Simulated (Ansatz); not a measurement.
BeSe:
Space group P6₃mc (No. 186); a = 3.615 Å, b = 3.615 Å, c = 5.964 Å, α = 90.00°, β = 90.00°, γ = 120.00°

```
atom  site  symmetry       x       y       z
----  ----  --------  ------  ------  ------
Be      2b       3m.  0.6667  0.3333  0.4994
Se      2b       3m.  0.6667  0.3333  0.1256
```

Relaxed with PBEsol.

Decompose the optical modes at the zone centre into irreducible representations, and say which are infrared and Raman allowed.

Point group 6mm: Γ_opt = A1 + 2B1 + E1 + 2E2. Infrared: A1, E1. Raman: A1, E1, E2.

Assign frequencies (DFPT, PBEsol (plane waves, PAW; program Ansatz); without the LO–TO term).

E2 95, B1 220, E2 488, A1 505, E1 511, B1 563 cm⁻¹.

Subscripts of B labels follow the axes of the standard setting.

Space group P6_3mc (wurtzite). The start of the workflow was typed in or built on a structure type; neither database checked (COD, Materials Project) lists it. COD files the formula under space group No. 216. Its standing as an ambient phase is unchecked. The cell was relaxed with PBEsol under the symmetry of its start; whether a distortion lowers the energy is not shown.

Potentials: the later of the program's two PAW sets.
